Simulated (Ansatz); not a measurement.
CsPbCl3 (cubic perovskite, space group No. 221) under volume change, the program Ansatz at the PBE level (PAW), scaled uniformly.

```csv
V (Å³/atom),E − E(relaxed) (meV/atom),P (GPa)
34.301,24.8,2.55
35.431,10.4,1.56
36.562,2.4,0.71
37.693,0.0,0.00
38.824,2.2,-0.60
39.955,8.3,-1.11
41.085,17.6,-1.53
```

Question: What does a third-order Birch–Murnaghan fit give for V₀, B₀ and B′?

Answer: V₀ = 37.69 Å³/atom, B₀ = 21.8 GPa, B′ = 4.6.

Space group Pm-3m (cubic perovskite). This is a known high-temperature phase of the composition, computed here at zero pressure and temperature. The cell was relaxed with PBE under the symmetry of its start; phonons on a q-mesh show weakly imaginary modes. Spin–orbit coupling is left out wherever it is not named.

Potentials: the later of the program's two PAW sets.
